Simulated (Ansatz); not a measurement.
CoSi$_{2}$ (fluorite type, space group Fm-3m)

```
CELL_PARAMETERS angstrom
      0.00000     2.65746     2.65746
      2.65746     0.00000     2.65746
      2.65746     2.65746     0.00000
ATOMIC_POSITIONS crystal
  Co 0.00000 0.00000 0.00000
  Si 0.25000 0.25000 0.25000
  Si 0.75000 0.75000 0.75000
```

In this cell atom 1 (Co, nearest neighbour Si at 2.301 Å; its periodic images, 3.8 Å or more away, move with it) is moved by s along Cartesian x, unit vector (1.000, 0.000, 0.000); all other atoms and the cell stay fixed.

Level of theory: r2SCAN (plane waves to 500 eV, PAW, scalar-relativistic; Ansatz, an electronic-structure program). k mesh 12×12×12 (Γ-centred), Fermi-Dirac smearing 0.05 eV. The energy includes the smearing's −TS. With partly filled bands, energies and forces of such displacements shift with the k mesh and the smearing. CoSi2 is run without spin polarisation. CoSi2 was relaxed with its symmetry unable to fall. ΔE is measured from the undisplaced structure.

The scan covers s from -0.690 to 0.690 Å in 11 points.

Is the energy the same for equal positive and negative displacements?

Even: the same for both signs. With its periodic images moving along, the atom's site symmetry in this cell is m-3m.

What force acts on the atom along the line at s = -0.690 Å?

7.33 eV/Å.

What is the force constant k = d²E/ds² of this move at s = 0?

12.8 eV/Å².

(A displaced cell: forces are minus the slopes of the energy, force constants its curvatures, and phonons follow from these.)
